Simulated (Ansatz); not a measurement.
TiPt$_{3}$ from LDA upwards

The starting cell is an entry of the Crystallography Open Database (1943):

```
CELL_PARAMETERS angstrom
3.89700 0.00000 0.00000
0.00000 3.89700 0.00000
0.00000 0.00000 3.89700
ATOMIC_POSITIONS crystal
Ti 0.00000 0.00000 0.00000
Pt 0.00000 0.50000 0.50000
Pt 0.50000 0.00000 0.50000
Pt 0.50000 0.50000 0.00000
```

Atoms and cell were relaxed at zero pressure with plane-wave PAW DFT (Ansatz 0.2.0; one set of PAW datasets, made under PBE, for all functionals; 420 eV, r2SCAN 500 eV; 8×8×8 Γ-centred mesh, fermi-dirac occupations of width 0.100 eV; no spin polarisation, no spin-orbit coupling, no dispersion correction), keeping the symmetry (Pm-3m, No. 221).

Four functionals were used, LDA, PBEsol, PBE and r2SCAN. Their relaxed conventional cells, unnamed:

| run | a (Å) | volume (Å³/atom) |
| --- | --- | --- |
| A | 3.899 | 14.82 |
| B | 3.873 | 14.52 |
| C | 3.921 | 15.07 |
| D | 3.948 | 15.39 |

Problem. Which run is LDA's and which PBE's?

Solution. B is LDA, which overbinds and gives the smallest cell, and D is PBE, as a rule the largest. Of the two between, A is PBEsol and C is r2SCAN, an order that varies from crystal to crystal. Formation energies in eV an atom: LDA -0.899, PBEsol -0.882, PBE -0.854, r2SCAN -0.918.

Caveats: each relaxation keeps the start's symmetry, so a distorted cell may lie lower; computed cells are at 0 K with fixed nuclei; no spin-orbit coupling, which moves formation energies of heavy elements; an old entry, and the compound itself may be in doubt; formation energies are at zero smearing against the elements' usual phases under the same functional, gases as free molecules, uncorrected.
